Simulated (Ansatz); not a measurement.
Given:

TiAl3 (D022 type, space group I4/mmm)

```yaml
crystal:
  lattice:
    - [-1.92295, 1.92295, 4.30988]
    - [1.92295, -1.92295, 4.30988]
    - [1.92295, 1.92295, -4.30988]
  atoms:
    - { symbol: Al, position: [0.50000, 0.50000, 0.00000] }
    - { symbol: Al, position: [0.75000, 0.25000, 0.50000] }
    - { symbol: Al, position: [0.25000, 0.75000, 0.50000] }
    - { symbol: Ti, position: [0.00000, 0.00000, 0.00000] }
```

The volume is varied about the relaxed value V₀ at fixed cell shape. Symmetry pins the atoms to their sites.

The numbers are results of PBE (plane waves to 420 eV, PAW, scalar-relativistic; Ansatz, a first-principles code), not measurements. k mesh 18×18×18 (Γ-centred), Fermi-Dirac smearing 0.05 eV. E stands for the smeared free energy. Stress and pressure are positive under compression. With the shape held, the modulus is that of even scaling; a crystal free to change shape is softer. TiAl3 is run without spin polarisation. TiAl3 was relaxed with its symmetry unable to fall. ΔE is measured from the relaxed starting cell.

The scan covers V/V₀ from 0.940 to 1.060 in 9 points.

What pressure does the cell carry at V/V₀ = 0.940?

7.4 GPa.

What is ΔE at V/V₀ = 1.060?

17 meV/atom.

What is ΔE at V/V₀ = 0.940?

21 meV/atom.

(A scan under strain: stresses follow from slopes of the energy per volume, elastic moduli from its curvatures.)
